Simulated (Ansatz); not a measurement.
GeSe in space group Pnma (No. 62; Ge on 4c, Se on 4c) at seven volumes, LDA in the plane-wave PAW code Ansatz, shape and atoms relaxed at each. One row is withheld.

```
V (Å³/atom)  P (GPa)
-----------  -------
19.466          5.23
20.108          3.08
20.750             ?
21.392          0.00
22.033         -1.09
22.675         -1.88
23.317         -2.48
```

Q: Fit the shown pressures and predict the withheld one.

A: P = (3/2)B₀(x^(7/2) − x^(5/2))[1 + (3/4)(B′ − 4)(x − 1)] with x = (V₀/V)^(2/3). Least squares on the six rows gives V₀ = 21.386 Å³/atom, B₀ = 39.8 GPa, B′ = 7.30. At V = 20.750, x = 1.0203 and P = 1.34 GPa. The run itself gave 1.37 GPa.

The LDA relaxation kept the symmetry of its start. A crystal of weakly bound layers computed without a dispersion correction: the cell and the soft elastic constants depend strongly on that.

Potentials: the later of the program's two PAW sets.
